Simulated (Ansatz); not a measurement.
FeNi (L1₀ or tetragonal B2, P4/mmm) under volume change, PBEsol (plane waves, PAW; program Ansatz), shape and atoms relaxed at each volume.

```
V (Å³/atom)  E − E(relaxed) (meV/atom)  P (GPa)
-----------  -------------------------  -------
9.792                             67.3    24.74
10.115                            27.8    14.81
10.438                             6.5     6.65
10.761                             0.0     0.00
11.084                             5.8    -5.67
11.407                            22.5   -10.74
11.729                            48.5   -15.00
```

Q: What does a third-order Birch–Murnaghan fit give for V₀, B₀ and B′?

A: V₀ = 10.76 Å³/atom, B₀ = 210 GPa, B′ = 4.7.

The first step of the workflow began from a Materials Project structure, measured or hypothetical; the Crystallography Open Database files this formula in space group No. 123, but the cells were not matched. Whether it is the stable phase at ambient conditions was not checked. The cell was relaxed with PBEsol under the symmetry of its start; its stability against distortions is not shown here. Spin order of the final state: ferromagnetic, chosen from 5 collinear starts compared on coarse meshes (ties went to the first, and starts can fall back to one state), not a proven ground state.

Potentials: the later of the program's two PAW sets.
